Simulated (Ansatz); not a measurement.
Consider the following.

ZrAsRu:
Space group P-62m (No. 189); a = b = 6.5955 Å, c = 3.9193 Å, α = β = 90.00°, γ = 120.00°

```csv
atom,site,symmetry,x,y,z
Zr,3g,m2m,0.4181,0.4181,0.5000
As,1b,-62m,0.0000,0.0000,0.5000
As,2c,-6..,0.3333,0.6667,0.0000
Ru,3f,m2m,0.0000,0.2439,0.0000
```

This is the r²SCAN-relaxed structure.

Question: All from DFT-r²SCAN in the program Ansatz with PAW potentials, unless another level is named. Predict the electronic character.

Answer: metallic (no gap).

Question: Give the density of states at the Fermi level.

Answer: 0.88 states/eV per atom (mean over ±0.08 eV).

The first step of the workflow began from a Materials Project structure, measured or hypothetical; the Crystallography Open Database copy checked does not list it. Whether it is the stable phase at ambient conditions was not checked. Symmetry was held in the r²SCAN relaxation; its stability against distortions is not shown here. No spin polarisation was allowed. Spin–orbit coupling is left out wherever it is not named.

Potentials: the later of the program's two PAW sets.
